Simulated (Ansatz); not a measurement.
Crystal: AlFe, CsCl type, 2 atoms in the cell.

These are results of HSE06, plane waves, PAW datasets (generated soft set 1) in Ansatz, not measurements.

Cutoff 420 eV; exchange singularity: Wigner-Seitz; k-mesh 4×4×4 Γ-centred; Fermi–Dirac smearing of 0.1 eV; no spin polarisation.

Question: What equilibrium volume, lattice constant and bulk modulus does this give?

Answer: V₀ = 11.167 Å³/atom (a₀ = 2.816 Å), B₀ = 208 GPa, B₀′ = 4.41. The points behind the fit:

```
V (Å³/atom)   a (Å)  E − E(min) (meV/atom)  P (GPa)
     10.874  2.7913                   4.99     5.82
     11.229  2.8213                   0.00    -1.14
     11.584  2.8507                   9.19    -7.02
     11.938  2.8795                  30.37   -11.99
     12.293  2.9078                  61.62   -16.17
```

The stress includes the program's correction for the finite plane-wave basis.

The k-mesh is coarse, so these values belong to this mesh and can lie far from the converged ones. Spin polarisation is left out, and a magnetic state may lie lower.
